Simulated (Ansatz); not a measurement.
One stationary structure of BeS. Space group F-43m (No. 216), zinc blende type. Computed with PBE (plane waves to 420 eV, PAW, scalar-relativistic; Ansatz, an electronic-structure program).

Space group F-43m (No. 216); a = b = c = 4.876 Å, α = β = γ = 90.00°

```
atom  site  symmetry       x       y       z
----  ----  --------  ------  ------  ------
S       4c      -43m  0.2500  0.2500  0.2500
Be      4a      -43m  0.0000  0.0000  0.0000
```
(The calculation used a cell of 2 atoms; values per cell refer to that cell.)

```json
{
 "volume_per_atom": "14.49 Å³",
 "band_gap": "3.15 eV, indirect (valence top at Γ, conduction bottom at X) (no spin-orbit coupling)",
 "smallest_direct_gap": "5.61 eV at 89 % of the way from K to Γ",
 "shortest_distances": "Be–S 2.11 Å; S–S 3.45 Å; Be–Be 3.45 Å",
 "k-mesh": "12×12×12"
}
```

Band energies at high-symmetry points (eV from the VBM; labels of this space group; no spin-orbit coupling), from −5 eV up to 4.6 eV:

| point | energies |
|---|---|
| Γ | 0.00 0.00 0.00 |
| X | -4.94 -2.59 -2.59 3.15 |
| U | -4.48 -4.01 -2.14 4.37 |
| K | -4.48 -4.01 -2.14 4.37 |
| L | -1.01 -1.01 |
| W | -4.19 -3.78 -3.27 |

No spin polarisation in the result.

The run could not lose the symmetry of its start.

All atoms sit on sites fixed by symmetry, so only the cell could relax.
